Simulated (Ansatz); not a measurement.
## Cr (simple cubic): energy against volume

Method: Ansatz, DFT, BLYP, plane waves (420 eV) with PAW, scalar-relativistic. The PAW files were generated under PBE, with cores re-solved for the functional.

The cell is scaled uniformly from the relaxed one, with fractional coordinates and shape fixed. Energies are extrapolated to zero smearing, pressures are those at the given smearing. Magnetic state: spin not included.

A Birch-Murnaghan fit gives V₀ = 13.32 Å³/atom, B₀ = 170 GPa, B₀′ = 4.1.

What are the energy above the minimum and the pressure at 12.210 Å³/atom?

56.4 meV/atom and 17.76 GPa as computed.

What are the energy above the minimum and the pressure at 13.802 Å³/atom?

8.8 meV/atom and -5.54 GPa as computed.

What are the energy above the minimum and the pressure at 14.333 Å³/atom?

36.3 meV/atom and -10.62 GPa as computed.
